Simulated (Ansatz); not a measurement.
**What DFT gives for Zr3In**

```xyz
4
Lattice="4.8442 3.0071 1.0399 -0.9929 4.6914 0.5036 -0.0676 0.4538 4.0129" Properties=species:S:1:pos:R:3 pbc="T T T"
Zr    1.5641    4.1714    2.9063
Zr    0.8849    1.3335    4.1969
Zr    2.6950    7.0818    4.7333
In    4.2602    5.5515    2.9293
```

Method: revPBE, no spin polarisation; PAW, plane waves to 420 eV, 4×4×5 Γ-centred mesh, fermi-dirac occupations (width 0.1 eV) (Ansatz 0.2.0), atoms fixed.

Question: Is it stable against the elements?

Answer: 0.37 eV an atom against the elements' usual phases (free molecules for gases, crystals otherwise, with no correction for O₂ or N₂), so at this geometry it isn't bound against them. Relaxing would lower it.

Question: How is the charge shared?

Answer: Bader charges in e: Zr +0.30 to +0.55, In -1.35. In the mean Zr gives up most and In takes most.

Question: Metal or insulator?

Answer: It is a metal, with about 4.6 states/eV a cell as the mean within 0.25 eV of the Fermi level, mostly Zr d (85 %).

Question: What does the stress say?

Answer: The pressure is 0.5 GPa (compression positive), so with the atoms held at these fractions the cell would first expand; the forces are large, so a full relaxation may end otherwise. The principal stresses -5.6, 0.7, 6.5 GPa differ, so its shape would change too.

Question: Which atom feels the largest force, and which way?

Answer: The largest is on Zr3: 0.84 eV/Å, components (-0.74, 0.36, 0.19). It makes 149° with the line to a nearest neighbour, In4 at 2.84 Å, pointing away from it.

Origin: a disordered cell, so it need not be a known compound. Caveats: many states at the Fermi level without spin polarisation, so a magnetic state may lie lower; the k mesh is coarse if the cell is a metal; forces of this functional can be a tenth off on these datasets.
